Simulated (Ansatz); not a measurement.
WSe2:
Space group P6₃/mmc (No. 194); a = b = 3.3022 Å, c = 13.2246 Å, α = β = 90.00°, γ = 120.00°

```csv
atom,site,symmetry,x,y,z
W,2c,-6m2,0.3333,0.6667,0.2500
Se,4f,3m.,0.6667,0.3333,0.1242
```

Relaxed with r²SCAN+D4 in the plane-wave PAW code Ansatz. Indices refer to the conventional cell of P6_3/mmc, a = 3.3022 Å, b = 3.3022 Å, c = 13.2246 Å, α = 90.00°, β = 90.00°, γ = 120.00°.

Question: Simulate the powder diffraction pattern (Cu Kα, λ = 1.54184 Å; lines above 1 %) up to 2θ = 90°.

Answer: Simulated powder pattern, Cu Kα, λ = 1.54184 Å (kinematic, ideal powder, no thermal factors, no anomalous dispersion; the 30 strongest lines at most, above 1 %, up to 2θ = 90°):

```csv
2θ (°),d (Å),I/Imax (%),hkl
13.39,6.612,96,(0002)
31.28,2.860,36,(1 0 -1 0)
32.02,2.795,8.7,(1 0 -1 1)
34.16,2.625,16,(1 0 -1 2)
37.49,2.399,100,(1 0 -1 3)
40.95,2.204,7.0,(0006)
46.78,1.942,52,(1 0 -1 5)
52.41,1.746,5.3,(1 0 -1 6)
55.60,1.653,9.5,(0008)
55.67,1.651,28,(1 1 -2 0)
57.53,1.602,15,(1 1 -2 2)
58.56,1.576,1.6,(1 0 -1 7)
65.18,1.431,8.8,(1 0 -1 8)
65.25,1.430,4.4,(2 0 -2 0)
65.68,1.422,1.3,(2 0 -2 1)
66.95,1.398,2.4,(2 0 -2 2)
69.05,1.360,17,(2 0 -2 3)
71.32,1.322,1.3,(0 0 0 10)
71.38,1.321,8.5,(1 1 -2 6)
72.29,1.307,1.1,(1 0 -1 9)
75.60,1.258,13,(2 0 -2 5)
79.92,1.200,1.4,(1 0 -1 10)
79.98,1.200,1.6,(2 0 -2 6)
82.59,1.168,19,(1 1 -2 8)
88.15,1.108,9.6,(1 0 -1 11)
```

The r²SCAN+D4 relaxation kept the symmetry of its start. The run is not spin-polarised. Spin–orbit coupling is left out wherever it is not named.

Potentials: the earlier of the program's two PAW sets. The files were generated under PBE; for other functionals the program regenerates the frozen cores, and for LDA and PBEsol the local potential too.
